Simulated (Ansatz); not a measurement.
Relaxed ZnO (wurtzite):

```
ZnO
1.0
    3.23518     0.00000     0.00000
   -1.61759     2.80175     0.00000
    0.00000     0.00000     5.21141
Zn O
2 2
Direct
  0.66667   0.33333   0.00241
  0.33333   0.66667   0.50241
  0.66667   0.33333   0.62279
  0.33333   0.66667   0.12279
```

In each cell atom 4 (O, nearest neighbour Zn at 1.970 Å; its periodic images, 3.2 Å or more away, move with it) moves by s·(1.000, 0.000, 0.000) (along Cartesian x), the rest being held.

Computed with r2SCAN (plane waves to 500 eV, PAW, scalar-relativistic; Ansatz, a quantum-chemistry and plane-wave program). k mesh 9×9×5 (Γ-centred), Fermi-Dirac smearing 0.05 eV. E stands for the smeared free energy. ZnO was relaxed with its symmetry unable to fall. The zero of ΔE is the undisplaced structure.

```csv
s (Å),ΔE (meV/cell)
-0.200,177.7
-0.160,111.6
-0.120,withheld
-0.080,27.2
-0.040,6.8
0.000,0.0
0.040,6.8
0.080,27.2
0.120,withheld
0.160,111.6
0.200,177.7
```

Problem. Fit an even polynomial form (powers 2, 4) to the given rows and predict ΔE at s = 0.120.

Solution. Least squares on the 9 given rows: ΔE = (4213)·s² + (5741)·s⁴, in meV/cell with s in Å; root-mean-square residual 0.02 meV/cell. At 0.120 the fit gives 61.9 meV/cell; the calculation gives 61.8 meV/cell, so the interpolation is off by 0.1 (+0.2 %). The quadratic term alone would give 60.7 meV/cell.

(A displaced cell: forces are minus the slopes of the energy, force constants its curvatures, and phonons follow from these.)
